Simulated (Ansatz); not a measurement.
Input:

ZrTa:
```
ZrTa
1.0
    3.44148     0.00000     0.00000
    0.00000     3.44148     0.00000
    0.00000     0.00000     3.44148
Ta Zr
1 1
Direct
  0.00000   0.00000   0.00000
  0.50000   0.50000   0.50000
```

This is the PBE-relaxed structure.

Question: All from PBE in the plane-wave PAW code Ansatz, unless another level is named. Predict the formation energy from the elements (no fitted shifts).

Answer: 201 meV/atom.

Question: What about the density of states at the Fermi level?

Answer: 2.2 states/eV per atom (mean over ±0.08 eV).

Space group Pm-3m (CsCl type). The start of the workflow was typed in or built on a structure type; neither database checked (COD, Materials Project) lists it. Its standing as an ambient phase is unchecked. The PBE relaxation kept the symmetry of its start; whether a distortion lowers the energy is not shown. The run is not spin-polarised. Its formation energy is positive at this level, so the cell may be metastable or incomplete. The references are the lowest solids computed at this level, not always the standard phases. Spin–orbit coupling is left out wherever it is not named.

Potentials: the later of the program's two PAW sets.
